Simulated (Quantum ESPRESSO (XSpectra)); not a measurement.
Quantum ESPRESSO (XSpectra) run for X-ray absorption at the O K edge of SiO2 (P3₁21). Geometry: Materials Project entry mp-7000 (a computed structure). The cell is the entry's, not relaxed again. The ground-state test found a gap, so occupations are fixed and the excited electron is left out (charged cell on a uniform background); energies count from the highest occupied level. pw.x input:

```
&CONTROL
  calculation = 'scf'
  prefix = 'x'
  pseudo_dir = './pseudo'
  outdir = './out'
/
&SYSTEM
  ibrav = 0
  nat = 27
  ntyp = 3
  ecutwfc = 70
  tot_charge = 1
  occupations = 'fixed'
/
&ELECTRONS
  conv_thr = 2.7e-07
  mixing_beta = 0.4
/
ATOMIC_SPECIES
Oh 15.999 O.lda-tm-gipaw-star1s.UPF
Si 28.085 Si.lda-tm-gipaw.UPF
O 15.999 O.lda-tm-gipaw.UPF
CELL_PARAMETERS angstrom
  -2.457485026   -4.256488924   -5.431300000
   2.457485026   -4.256488924    5.431300000
  -4.914970052    0.000000000    5.431300000
ATOMIC_POSITIONS crystal
Si     0.312606667    0.156303333    0.156303333
Si     0.979273333    0.489636667    0.489636667
Si     0.645940000    0.822970000    0.822970000
Si     0.399252223    0.600747777    0.131837777
Si     0.065918890    0.934081110    0.465171110
Si     0.732585557    0.267414443    0.798504443
Si     0.288141110    0.242948890    0.711858890
Si     0.954807777    0.576282223    0.045192223
Si     0.621474443    0.909615557    0.378525557
Oh     0.177500000    0.409110000    0.553280000
O      0.844166667    0.742443333    0.886613333
O      0.510833333    0.075776667    0.219946667
O      0.146445557    0.997724443    0.266944443
O      0.813112223    0.331057777    0.600277777
O      0.479778890    0.664391110    0.933611110
O      0.224497777    0.044722223    0.631332223
O      0.891164443    0.378055557    0.964665557
O      0.557831110    0.711388890    0.297998890
O      0.367426667    0.363353333    0.219183333
O      0.034093333    0.696686667    0.552516667
O      0.700760000    0.030020000    0.885850000
O      0.891927777    0.521462223    0.252242223
O      0.558594443    0.854795557    0.585575557
O      0.225261110    0.188128890    0.918908890
O      0.192202223    0.663627777    0.077017777
O      0.858868890    0.996961110    0.410351110
O      0.525535557    0.330294443    0.743684443
K_POINTS automatic
2 2 2 0 0 0
```

xspectra.x input:

```
&input_xspectra
  calculation = 'xanes_dipole'
  edge = 'K'
  prefix = 'x'
  outdir = './out'
  xonly_plot = .false.
  xiabs = 1
  xcoordcrys = .false.
  xepsilon(1) = 1.0
  xepsilon(2) = 0.0
  xepsilon(3) = 0.0
  xniter = 1500
  xcheck_conv = 50
  xerror = 0.002
  x_save_file = 'x0.sav'
/
&plot
  xnepoint = 451
  xemin = -5.0
  xemax = 40.0
  xgamma = 0.5
  terminator = .true.
  cut_occ_states = .true.
/
&pseudos
  filecore = 'core.wfc'
/
&cut_occ
  cut_desmooth = 0.1
  cut_stepl = 0.01
  cut_ierror = 1e-6
/
3 3 3 1 1 1
```

End of the pw.x output:

```
     0.7896   0.8279   0.9958   1.0736   1.1950   1.2840   1.4545   1.5057
     1.5799   1.6729   1.7874   1.9802   2.0228   2.2450   2.3687   2.3895

          k =-0.4968 0.0000-0.4496 ( 22734 PWs)   bands (ev):

   -22.4758 -16.6686 -16.2344 -16.0669 -15.8002 -15.7711 -15.6548 -15.0840
   -15.0655 -15.0491 -14.9815 -14.6699 -14.3533 -14.3012 -14.2816 -14.2206
   -14.1880 -14.1859 -10.6253  -7.0360  -6.7818  -6.2334  -6.1138  -5.7078
    -5.0628  -4.9923  -4.5820  -3.8966  -3.6108  -3.4368  -3.2814  -3.1011
    -3.0757  -2.9339  -2.8333  -2.6665  -2.4079  -2.1611  -0.9448  -0.8968
    -0.7598  -0.7037  -0.6251  -0.5088  -0.3210  -0.2163  -0.0938  -0.0489
     0.0473   0.2252   0.2554   0.2912   0.4014   0.5713   0.7431   0.7742
     0.8301   0.9176   0.9626   1.2405   1.2705   1.2852   1.3521   1.4056
     1.4740   1.7010   1.7409   1.8697   2.1283   2.2926   2.3405   2.4199

     highest occupied level (ev):     2.4681

!    total energy              =    -712.50784593 Ry
     estimated scf accuracy    <       0.00000014 Ry

     The total energy is the sum of the following terms:
     one-electron contribution =    -327.04895230 Ry
     hartree contribution      =     237.84686456 Ry
     xc contribution           =    -199.44565786 Ry
     ewald contribution        =    -423.86010034 Ry

     convergence has been achieved in  10 iterations

     XML data file, charge density, pseudopotentials, collected wavefunctions
```

xspectra.x output, shortened:

```
... Begin STEP 1 ...

        Radial transition matrix element(s) used in the calculation of the
        initial vector of the Lanczos basis (|tilde{phi}_abs> normalized)
        | For PAW proj. (l=1) #1: radial matrix element =   0.141535429
        | For PAW proj. (l=1) #2: radial matrix element =   0.174719217

NB: the     7 k-point are not all listed below because npool=  4
        |-------------------------------------------------------------
        ! k-point #     1:  (-0.1656, -0.2868,  0.0749),  0.0741,   1
        |-------------------------------------------------------------
 okvan= F
        |   Norm of the initial Lanczos vector: 0.10086550E+00
        !   => CONVERGED at iter    750 with error=  0.00175552
        |-------------------------------------------------------------
        ! k-point #     2:  (-0.4968, -0.2868,  0.2248),  0.0741,   1
        |-------------------------------------------------------------
 okvan= F
        |   Norm of the initial Lanczos vector: 0.10086551E+00
        !   => CONVERGED at iter    800 with error=  0.00095338
        |-------------------------------------------------------------
        ! k-point #     3:  (-0.8280, -0.2868,  0.3746),  0.0741,   1
        |-------------------------------------------------------------
 okvan= F
        |   Norm of the initial Lanczos vector: 0.10086550E+00
        !   => CONVERGED at iter    800 with error=  0.00099139
        |-------------------------------------------------------------

        ...
... Begin STEP 2 ...

     The spectrum is calculated using the following parameters:
        energy-zero of the spectrum [eV]:    2.4681
        the occupied states are elimintate from the spectrum
        xemin [eV]:  -5.00
        xemax [eV]:  40.00
        xnepoint:  451
        constant broadening parameter [eV]:    0.500
        Core level energy [eV]:  -543.1
         (from electron binding energy of neutral atoms in X-ray data booklet)

     Cross-section successfully written in xanes.dat

     ... End STEP 2 ...

     xanes        :     36.74s CPU     36.95s WALL (       1 calls)

     -------------------------------------------------------------------------
                                END JOB XSpectra
     -------------------------------------------------------------------------
```

xanes.dat for the field along x, every fifth line (energy in eV, cross section):

```
   -5.000   4.6300e-04
   -4.500   4.9390e-04
   -4.000   5.2820e-04
   -3.500   5.6660e-04
   -3.000   6.0970e-04
   -2.500   6.5850e-04
   -2.000   7.1410e-04
   -1.500   7.7770e-04
   -1.000   8.5130e-04
   -0.500   9.3740e-04
    0.000   1.0390e-03
    0.500   1.1570e-03
    1.000   1.3000e-03
    1.500   1.4760e-03
    2.000   1.6940e-03
    2.500   1.9720e-03
    3.000   2.3350e-03
    3.500   2.8260e-03
    4.000   3.5230e-03
    4.500   4.5860e-03
    5.000   6.4180e-03
    5.500   9.8230e-03
    6.000   1.5070e-02
    6.500   2.4300e-02
    7.000   4.6400e-02
    7.500   7.0980e-02
    8.000   9.2530e-02
    8.500   9.0750e-02
    9.000   8.2710e-02
    9.500   7.3490e-02
   10.000   6.1470e-02
   10.500   5.0550e-02
   11.000   4.3590e-02
   11.500   3.7400e-02
   12.000   3.0180e-02
   12.500   2.5240e-02
   13.000   2.2090e-02
   13.500   2.1510e-02
   14.000   2.5310e-02
   14.500   2.8670e-02
   15.000   2.4100e-02
   15.500   1.9250e-02
   16.000   1.8510e-02
   16.500   1.8660e-02
   17.000   1.7810e-02
   17.500   1.7200e-02
   18.000   1.6090e-02
   18.500   1.4910e-02
   19.000   1.4610e-02
   19.500   1.5260e-02
   20.000   1.5430e-02
   20.500   1.6490e-02
   21.000   1.6640e-02
   21.500   1.7890e-02
   22.000   1.8830e-02
   22.500   1.8520e-02
   23.000   2.0510e-02
   23.500   2.3650e-02
   24.000   2.4780e-02
   24.500   2.4570e-02
   25.000   2.5240e-02
   25.500   2.4570e-02
   26.000   2.6010e-02
   26.500   2.7830e-02
   27.000   2.8930e-02
   27.500   3.0180e-02
   28.000   2.8980e-02
   28.500   2.8820e-02
   29.000   2.8410e-02
   29.500   2.8680e-02
   30.000   3.0540e-02
   30.500   3.0560e-02
   31.000   2.8750e-02
   31.500   2.7380e-02
   32.000   2.6140e-02
   32.500   2.5050e-02
   33.000   2.5080e-02
   33.500   2.4850e-02
   34.000   2.3750e-02
   34.500   2.2360e-02
   35.000   2.1440e-02
   35.500   2.1740e-02
   36.000   2.3130e-02
   36.500   2.4060e-02
   37.000   2.2700e-02
   37.500   2.1020e-02
   38.000   1.8840e-02
   38.500   1.8010e-02
   39.000   1.7140e-02
   39.500   1.6180e-02
   40.000   1.6060e-02
```
